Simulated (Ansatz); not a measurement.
# WS2 with fluorine replacing S: do the settings matter for the field gradients?

Cell: a supercell of WS2 (space group P6_3/mmc) built from a COD entry (the entry's cell lengths or inner coordinates differ somewhat from later room-temperature determinations), with all atoms left at the host's positions.

```yaml
crystal:
  lattice:
    - [6.36000, 0.00000, 0.00000]
    - [-4.77000, 8.26188, 0.00000]
    - [0.00000, 0.00000, 12.50000]
  atoms:
    - { symbol: W, position: [0.16667, 0.22222, 0.25000] }
    - { symbol: W, position: [0.16667, 0.55556, 0.25000] }
    - { symbol: W, position: [0.16667, 0.88889, 0.25000] }
    - { symbol: W, position: [0.66667, 0.22222, 0.25000] }
    - { symbol: W, position: [0.66667, 0.55556, 0.25000] }
    - { symbol: W, position: [0.66667, 0.88889, 0.25000] }
    - { symbol: W, position: [0.33333, 0.11111, 0.75000] }
    - { symbol: W, position: [0.33333, 0.44444, 0.75000] }
    - { symbol: W, position: [0.33333, 0.77778, 0.75000] }
    - { symbol: W, position: [0.83333, 0.11111, 0.75000] }
    - { symbol: W, position: [0.83333, 0.44444, 0.75000] }
    - { symbol: W, position: [0.83333, 0.77778, 0.75000] }
    - { symbol: F, position: [0.16667, 0.22222, 0.62500] }
    - { symbol: S, position: [0.16667, 0.55556, 0.62500] }
    - { symbol: S, position: [0.16667, 0.88889, 0.62500] }
    - { symbol: S, position: [0.66667, 0.22222, 0.62500] }
    - { symbol: S, position: [0.66667, 0.55556, 0.62500] }
    - { symbol: S, position: [0.66667, 0.88889, 0.62500] }
    - { symbol: S, position: [0.33333, 0.11111, 0.12500] }
    - { symbol: S, position: [0.33333, 0.44444, 0.12500] }
    - { symbol: S, position: [0.33333, 0.77778, 0.12500] }
    - { symbol: S, position: [0.83333, 0.11111, 0.12500] }
    - { symbol: S, position: [0.83333, 0.44444, 0.12500] }
    - { symbol: S, position: [0.83333, 0.77778, 0.12500] }
    - { symbol: S, position: [0.16667, 0.22222, 0.87500] }
    - { symbol: S, position: [0.16667, 0.55556, 0.87500] }
    - { symbol: S, position: [0.16667, 0.88889, 0.87500] }
    - { symbol: S, position: [0.66667, 0.22222, 0.87500] }
    - { symbol: S, position: [0.66667, 0.55556, 0.87500] }
    - { symbol: S, position: [0.66667, 0.88889, 0.87500] }
    - { symbol: S, position: [0.33333, 0.11111, 0.37500] }
    - { symbol: S, position: [0.33333, 0.44444, 0.37500] }
    - { symbol: S, position: [0.33333, 0.77778, 0.37500] }
    - { symbol: S, position: [0.83333, 0.11111, 0.37500] }
    - { symbol: S, position: [0.83333, 0.44444, 0.37500] }
    - { symbol: S, position: [0.83333, 0.77778, 0.37500] }
```

Atoms are numbered from 1 in the order listed; like atoms form one site, named after its first atom.

Reference run. Computed with Ansatz: DFT, PBE, plane waves and PAW, scalar-relativistic, 420 eV cutoff, Γ-centred 4×3×2 k-points, Fermi–Dirac smearing 0.01 eV, cell charge +1.

(1) The input is changed as follows: `hamiltonian.xc`: pbe → pbesol; `basis.ecutwfc`: not typed → 450 eV. What happens to V_zz (10²¹ V/m²) and η?

Results:

(1) 

```
site  atom  V_zz reference  η reference  V_zz changed  η changed
  W7     7            31.8         0.74          31.5       0.74
  W8     8            31.3         0.80          31.1       0.80
  W9     9          -17.98         0.16        -17.94       0.15
 W10    10            32.0         0.74          31.8       0.74
 W11    11          -19.79         0.03        -19.84       0.03
   F    13            1.61         0.01          1.49       0.02
 S16    16           -3.92         0.53         -3.95       0.53
 S25    25           -2.84         0.02         -2.89       0.02
 S30    30           -5.46         0.49         -5.47       0.49
 S31    31           -4.59         0.01         -4.64       0.01
 S32    32           -4.61         0.01         -4.66       0.01
 S34    34           -4.58         0.01         -4.63       0.01
```

The largest change of V_zz is on W7, from 31.8 to 31.5. In per cent, |V_zz| changes by -1 to 0 on W, 0 to +2 on S (all sites that start above 2). The table leaves out 23 of the 35 sites, with |V_zz| up to 18.91; their tensors move by 0.05 at most along any direction. The statements above cover all sites. Its pressure is -4 GPa, against 1 GPa in the reference run. SCF iterations: 12 and 13.

On the reference run: The run isn't spin-polarised, and a state with spin may lie lower. The defect repeats with the cell of 36 atoms, so it feels its images: sites between two images don't show the values beside a lone defect, and zeros or small values of η there can come from the images' arrangement. S and W carry a gradient in the pure host already, so the values there aren't the defect's effect alone. A uniform background compensates the cell's charge. The defect cell has no gap above 0.1 eV on its mesh, so the values can hang on the smearing and the k-mesh. Without spin–orbit coupling the gradients at and beside W can be off by some per cent, at some sites by more. The neighbours have not yet relaxed around the defect (largest force 2.0 eV/Å), so a real crystal will differ.
